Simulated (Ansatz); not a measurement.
An elastic tensor (GPa, Voigt order, standard axes) from r²SCAN (plane waves, PAW; program Ansatz):

```
77.6  38.4  42.5   0.0   0.0   0.0
38.4  77.6  42.5   0.0   0.0   0.0
42.5  42.5   115   0.0   0.0   0.0
 0.0   0.0   0.0  37.4   0.0   0.0
 0.0   0.0   0.0   0.0  37.4   0.0
 0.0   0.0   0.0   0.0   0.0  19.6
```

Task: Pick the material that matches.
A. PbS, NiAs type
B. C, P6_222 (C on 3c)
C. SiGe, wurtzite
D. C, P6_3/mmc (C on 4f, C on 4f, C on 4e)

Result: A, PbS, NiAs type

The start of the workflow was typed in or built on a structure type; neither database checked (COD, Materials Project) lists it. It is not the phase usual at ambient conditions (space group No. 225). The r²SCAN relaxation kept the symmetry of its start; its stability against distortions is not shown here. Spin–orbit coupling is left out wherever it is not named.

Potentials: the later of the program's two PAW sets.
